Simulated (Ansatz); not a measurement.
TiC:
```xyz
2
Lattice="0.0000 2.1664 2.1664 2.1664 0.0000 2.1664 2.1664 2.1664 0.0000" Properties=species:S:1:pos:R:3 pbc="T T T"
Ti     0.0000     0.0000     0.0000
C      2.1664     2.1664     2.1664
```

Relaxed with PBE.

Question: List the phonon frequencies at the special points (DFPT on a 5×5×5 q-mesh, Fourier-interpolated; PBE in the plane-wave PAW code Ansatz).

Answer: In cm⁻¹; no LO–TO term at Γ, as the run had none.

| q | frequencies |
|---|---|
| Γ | 0 0 0 514 514 514 |
| X | 285 285 353 516 516 590 |
| U | 282 339 358 547 593 631 |
| K | 282 339 358 547 593 631 |
| L | 255 255 450 565 565 716 |
| W | 325 325 350 574 574 644 |

Space group Fm-3m (rock salt). The cell was relaxed with PBE under the symmetry of its start; phonons on a q-mesh show no instability. No spin polarisation was allowed. As this level gives no gap, phonon frequencies hold no LO–TO term and depend on the k-mesh and smearing (Fermi–Dirac, 0.1 eV here).

Potentials: the later of the program's two PAW sets.
